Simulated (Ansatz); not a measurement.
YHg$_{2}$ (space group P6/mmm)

```
CELL_PARAMETERS angstrom
      4.83104     0.00000     0.00000
     -2.41552     4.18380     0.00000
      0.00000     0.00000     3.41948
ATOMIC_POSITIONS crystal
  Y  0.00000 0.00000 0.00000
  Hg 0.33333 0.66667 0.50000
  Hg 0.66667 0.33333 0.50000
```

This relaxed cell (volume V₀) is scaled evenly in all directions, its shape held. Symmetry pins the atoms to their sites.

These are PBEsol (plane waves to 420 eV, PAW, scalar-relativistic; Ansatz, a quantum-chemistry and plane-wave program) values and carry that method's errors. k mesh 11×11×14 (Γ-centred), Fermi-Dirac smearing 0.05 eV. Stress and pressure are positive under compression. Spin-orbit coupling is left out, though Hg is heavy. YHg2 is run without spin polarisation. YHg2 was relaxed with its symmetry unable to fall.

At one point of the scan the stress tensor (GPa) is:

```
   -5.4      0.0      0.0
    0.0     -5.4      0.0
    0.0      0.0     -3.7
```

### Question
Which point is it?
(A) V/V₀ = 1.025
(B) V/V₀ = 1.075
(C) V/V₀ = 1.050
(D) V/V₀ = 1.100

### Answer
B, V/V₀ = 1.075

(A scan under strain: stresses follow from slopes of the energy per volume, elastic moduli from its curvatures.)
